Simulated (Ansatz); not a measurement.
This guess for KGe5 is about to be relaxed.

```cif
data_structure
_symmetry_space_group_name_H-M 'I-4m2'
_symmetry_Int_Tables_number 119
_cell_length_a 5.6943
_cell_length_b 5.6943
_cell_length_c 9.5995
_cell_angle_alpha 90.000
_cell_angle_beta 90.000
_cell_angle_gamma 90.000
_cell_volume 311.26
loop_
_atom_site_label
_atom_site_type_symbol
_atom_site_symmetry_multiplicity
_atom_site_Wyckoff_symbol
_atom_site_fract_x
_atom_site_fract_y
_atom_site_fract_z
_atom_site_occupancy
K1 K 2 b 0.50000 0.50000 0.00000 1
Ge1 Ge 2 a 0.00000 0.00000 0.00000 1
Ge2 Ge 8 i 0.50000 0.70599 0.28778 1
```

Method: DFT PBE, scalar-relativistic, plane waves, PAW (Ansatz). Cutoff 420 eV, Gaussian smearing, Γ-centred meshes. Cell and atoms relax first on a coarse mesh and then on a finer one. In between, the cell is made exact in the group found at 0.06 Å. In metals the finer mesh still leaves noise of several meV/atom or more. The steps can't lower the symmetry of their start. No spin polarisation.

A guess keeps its type if space group and coordination stay and the shape of the cell changes little (axis ratios within about 15 %, angles within 6°); the volume may change.

Question: Does this structure survive the relaxation?

Answer: It keeps its type. The symmetry stays I-4m2 (No. 119). The volume per atom grows by 21.9 %, from 25.9 to 31.6 Å³. The shortest distance goes from 2.35 Å (Ge–Ge) to 2.55 Å (Ge–Ge). The ratio c/a of the conventional cell changes by a factor of 1.11. Counting neighbours within 15 % of an atom's shortest distance, the start has Ge 4, K 4 and the end Ge 4, K 4.

The last run used a 10×10×10 mesh for its 6-atom cell and Gaussian smearing of 0.10 eV. Symmetry constrained the relaxation, so the result can be a saddle point.
